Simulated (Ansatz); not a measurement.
## Sb2Pt, one structure, two calculations

Cell: a COD entry, its atoms then relaxed with PBE in this cell.

```cif
data_Sb2Pt
_symmetry_space_group_name_H-M 'Pa-3'
_symmetry_Int_Tables_number 205
_cell_length_a 6.4400
_cell_length_b 6.4400
_cell_length_c 6.4400
_cell_angle_alpha 90.000
_cell_angle_beta 90.000
_cell_angle_gamma 90.000
loop_
_atom_site_label
_atom_site_type_symbol
_atom_site_symmetry_multiplicity
_atom_site_Wyckoff_symbol
_atom_site_fract_x
_atom_site_fract_y
_atom_site_fract_z
Sb Sb 8 c 0.3745 0.3745 0.3745
Pt Pt 4 a 0.0000 0.0000 0.0000
```

One atom of each set is listed.

First run. Level of theory: DFT, PBE, plane waves and PAW, scalar-relativistic, 420 eV cutoff, Γ-centred 5×5×5 k-points, Fermi–Dirac smearing 0.05 eV (Ansatz 0.2.0).

```
site  V_zz (10²¹ V/m²)     η
  Sb              6.57  0.00
  Pt             -6.99  0.00
```

Second run. The same atoms and settings, except that spin–orbit coupling is included (fully relativistic PAW files).

Problem. What does the second run give?

Solution. 

| site | V_zz | η | change of V_zz |
| --- | --- | --- | --- |
| Sb | 6.54 | 0.00 | -0.03 |
| Pt | -7.46 | 0.00 | -0.47 |

The largest change of V_zz is on Pt, from -6.99 to -7.46. In per cent, |V_zz| changes by 0 on Sb, +7 on Pt (all sites that start above 2).

At this cell the PBE pressure is 6 GPa, so with PBE the cell would grow if it were relaxed. The run finds no gap above 0.1 eV (a metal, or nearly one), so the gradients can move by 10 % or more with the k-mesh. With these PAW files V_zz is typically within 2 to 3 % of all-electron values, but misses above 10 % occur on Sb.
